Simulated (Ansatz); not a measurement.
The start is a generated trial cell of Ir in the AFLOW prototype A_cI16_206_c (as in Si). Cell shape, volume and atoms are optimised at zero target pressure with r2SCAN (plane waves to 500 eV, PAW, scalar-relativistic; Ansatz, a program for electronic structure). The first steps use a coarse 8×8×8 k-mesh.

The start:
```
CELL_PARAMETERS angstrom
     -3.04781     3.04781     3.04781
      3.04781    -3.04781     3.04781
      3.04781     3.04781    -3.04781
ATOMIC_POSITIONS crystal
  Ir 0.29980 0.29980 0.29980
  Ir 0.50000 0.00000 0.20020
  Ir 0.00000 0.20020 0.50000
  Ir 0.20020 0.50000 0.00000
  Ir 0.70020 0.70020 0.70020
  Ir 0.50000 0.00000 0.79980
  Ir 0.00000 0.79980 0.50000
  Ir 0.79980 0.50000 0.00000
```

| Quantity | Result |
|---|---|
| Energy released | about 2.0 eV/atom |
| Volume change | +28.3 %, from 14.16 to 18.16 Å³/atom |
| Shortest distances (start → end) | The closest pairs of elements (up to four, under 3.6 Å), start → end: Ir–Ir 2.11 → 2.34 Å |
| Band gap at the end | no gap (metallic) |
| Optimiser moves | 21 |

Relaxed structure:

```cif
data_Ir16
_chemical_formula_sum 'Ir16'
_space_group_name_H-M_alt 'Ia-3'
_space_group_IT_number 206
_space_group_name_Hall '-I 2b 2c 3'
_cell_length_a 6.62303
_cell_length_b 6.62303
_cell_length_c 6.62303
_cell_angle_alpha 90.000
_cell_angle_beta 90.000
_cell_angle_gamma 90.000
loop_
_atom_site_label
_atom_site_type_symbol
_atom_site_symmetry_multiplicity
_atom_site_Wyckoff_symbol
_atom_site_fract_x
_atom_site_fract_y
_atom_site_fract_z
_atom_site_occupancy
Ir1 Ir 16 c 0.12768 0.12768 0.12768 1
```
(The calculation used a cell of 8 atoms; values per cell refer to that cell.)

Final values are on a 10×10×10 k-mesh of the relaxed cell. The start holds a very short contact (Ir–Ir 2.11 Å). No spin polarisation in the result.

The run could not lose the symmetry of its start, so the end can be a saddle point.

The relaxed structure here is a generated cell of Ir: the first start was made by placing the elements on the sites of a structure type, and the end was not matched to a known phase here, so it may be hypothetical. Known forms of Ir include space group No. 225.
